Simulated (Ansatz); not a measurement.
AlGaN₂:
```cif
data_Al2Ga2N4
_chemical_formula_sum 'Ga2 N4 Al2'
_space_group_name_H-M_alt 'P3m1'
_space_group_IT_number 156
_space_group_name_Hall 'P 3 -2"'
_cell_length_a 3.14411
_cell_length_b 3.14411
_cell_length_c 10.17747
_cell_angle_alpha 90.000
_cell_angle_beta 90.000
_cell_angle_gamma 120.000
loop_
_atom_site_label
_atom_site_type_symbol
_atom_site_symmetry_multiplicity
_atom_site_Wyckoff_symbol
_atom_site_fract_x
_atom_site_fract_y
_atom_site_fract_z
_atom_site_occupancy
Ga1 Ga 1 b 0.33333 0.66667 0.00405 1
N1 N 1 b 0.33333 0.66667 0.19632 1
Ga2 Ga 1 c 0.66667 0.33333 0.26022 1
N2 N 1 c 0.66667 0.33333 0.45320 1
Al1 Al 1 b 0.33333 0.66667 0.50977 1
N3 N 1 b 0.33333 0.66667 0.69592 1
Al2 Al 1 c 0.66667 0.33333 0.75330 1
N4 N 1 c 0.66667 0.33333 0.93938 1
```

Relaxed with r²SCAN. The program Ansatz at the r²SCAN level (PAW) gives a gap of 3.27 eV.

What gap does HSE06 give on the same cell (Ansatz, PAW)?

4.09 eV, 0.82 eV more. The hybrid was solved on a coarser mesh and at special points; the gap given is the minimum over both.

```
k  v1 r²SCAN  c1 r²SCAN  v1 HSE06  c1 HSE06
-  ---------  ---------  --------  --------
Γ       0.00       3.27      0.00      4.09
A      -0.02       4.01       ___       ___
K      -1.35       5.43       ___       ___
H      -1.94       6.09       ___       ___
M      -1.02       5.17       ___       ___
L      -1.22       4.76     -1.28      5.50
```

Top valence (v1) and lowest conduction level (c1) in eV from each method's valence maximum (which need not be a listed point): supply the withheld HSE06 values.


- M, v1 HSE06: -1.07
- M, c1 HSE06: 5.91
- K, v1 HSE06: -1.41
- K, c1 HSE06: 6.12
- H, v1 HSE06: -2.03
- H, c1 HSE06: 6.80
- A, v1 HSE06: -0.02
- A, c1 HSE06: 4.87

Cost on shared cores: the r²SCAN run (SCF on a 10×10×3 mesh, then bands and DOS) very roughly 2.6 core-minutes, the HSE06 run (SCF on 6×6×2, then a few points) roughly 5 core-minutes; the tasks are unlike.

The start of the workflow was typed in or built on a structure type; the Crystallography Open Database copy checked does not list it. Its standing as an ambient phase is unchecked. The r²SCAN relaxation kept the symmetry of its start; whether a distortion lowers the energy is not shown. Spin–orbit coupling is left out wherever it is not named.

Potentials: the earlier of the program's two PAW sets.
